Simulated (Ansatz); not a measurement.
The end point of a relaxation of GaN. These are PBEsol (plane waves to 420 eV, PAW, scalar-relativistic; Ansatz, a quantum-chemistry and plane-wave program) values and carry that method's errors.

```xyz
2
Lattice="0.0000 2.1099 2.1099 2.1099 0.0000 2.1099 2.1099 2.1099 0.0000" Properties=species:S:1:pos:R:3 pbc="T T T"
Ga     0.0000     0.0000     0.0000
N      2.1099     2.1099     2.1099
```

Determine the symmetry and give the standard cell with its independent sites.

Space group Fm-3m (No. 225); a = 4.220 Å, b = 4.220 Å, c = 4.220 Å, α = 90.00°, β = 90.00°, γ = 90.00°

```tsv
atom	site	symmetry	x	y	z
Ga	4a	m-3m	0.0000	0.0000	0.0000
N	4b	m-3m	0.5000	0.5000	0.5000
```

This is the rock salt type.

Give the shortest distances between elements (the closest pairs, up to four, under 3.6 Å).

Ga–N 2.11 Å; Ga–Ga 2.98 Å; N–N 2.98 Å.

```yaml
volume_per_atom: 9.39 Å³
density: 7.40 g/cm³
band_gap: 0.54 eV, indirect (valence top at 52 % of the way from K to Γ, conduction bottom at X) (no spin-orbit coupling)
smallest_direct_gap: 2.80 eV at Γ
```

No spin polarisation in the result.

The run could not lose the symmetry of its start; a randomly shaken copy of 4 atoms returns to this structure.

The relaxed structure has the type that GaN is known to take under pressure; here it was relaxed at zero pressure, from a generated start.
